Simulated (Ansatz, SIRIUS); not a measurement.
# One calculation of NiMoIrPdW, 3 ways

```
Ni Mo Pd Ir W
1.0
     4.11705    0.00000    0.00000
    -2.05853    3.56547    0.00000
     0.00000    0.00000    5.44580
Ni Mo Pd Ir W
1 1 1 1 1
Direct
  0.00000 0.00000 0.95775
  0.66667 0.33333 0.96161
  0.66667 0.33333 0.46295
  0.33333 0.66667 0.72572
  0.33333 0.66667 0.23642
```

The cell comes from a database or a generator and needn't be the stable form of this composition.

Alike in all runs: task band structure; functional PBE; k mesh 6 × 6 × 4; occupations fermi-dirac, width 0.05 eV; collinear spin, ferromagnetic start; no spin-orbit coupling.

| program and potentials | plane-wave cutoff (eV) | notes | band gap (eV) | net moment per atom (μB) | largest force (eV/Å) |
| --- | --- | --- | --- | --- | --- |
| SIRIUS, all-electron FP-LAPW (ZORA valence), apw+lo standard | - | - | no gap | 0.00 | 0.162 |
| SIRIUS, all-electron FP-LAPW (Koelling-Harmon valence), apw+lo standard | - | - | no gap | 0.00 | 0.162 |
| Ansatz, all-electron LAPW, scalar-relativistic | - | - | no gap | 0.00 | 0.168 |

Force on atom 2 (Mo), eV/Å:

| program and potentials | x | y | z |
| --- | --- | --- | --- |
| SIRIUS, all-electron FP-LAPW (ZORA valence), apw+lo standard | 0.000 | 0.001 | 0.162 |
| SIRIUS, all-electron FP-LAPW (Koelling-Harmon valence), apw+lo standard | 0.000 | 0.001 | 0.162 |
| Ansatz, all-electron LAPW, scalar-relativistic | 0.000 | 0.000 | 0.168 |

None finds a gap. All agree on the net moment per atom. The state is the one that the start led to, which needn't be the lowest.

The functional is the same throughout but for its coding, so the spread measures potentials, basis and numerics; runs on potential files found faulty are left out.
